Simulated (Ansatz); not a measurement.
**Kick test of a cell of LiTi2P3**

The structure comes from a generated guess, relaxed at this level; another structure or a mixture of phases may lie lower.

Method: DFT PBE, scalar-relativistic, plane waves, PAW (Ansatz 0.2.0). Plane waves to 420 eV, a k mesh through Γ of 12×12×4 on the computed 6-atom cell and Gaussian smearing (0.10 eV); no spin polarisation.

The cell below (6 atoms, space group P-3m1 (No. 164)) is relaxed within its symmetry.

```xyz
6
Lattice="3.5162 0.0000 0.0000 -1.7581 3.0451 0.0000 0.0000 0.0000 9.1629" Properties=species:S:1:pos:R:3 pbc="T T T"
Li    0.0000    0.0000    0.0000
Ti    0.0000    2.0301    3.0942
Ti    1.7581    1.0150    6.0687
P     0.0000    2.0301    7.4690
P     1.7581    1.0150    1.6939
P     0.0000    0.0000    4.5815
```

For the test a repeat of it with 12 atoms (edges 3.52, 3.52, 18.33 Å) was strained at random (σ = 1.5 % a component), the atoms were moved at random (σ = 0.10 Å), and all was relaxed again on a coarse 6×6×2 mesh (in the run’s order of axes) with 0.20 eV smearing, with no symmetry imposed.

Problem. What happens?

Solution. It returns, within 1 meV/atom of the unmoved cell on that mesh and with the same symmetry when read at 0.1 Å. So it is stable against the distortions that fit this cell and that this random move excites. Modes that don't fit the cell aren't tested.
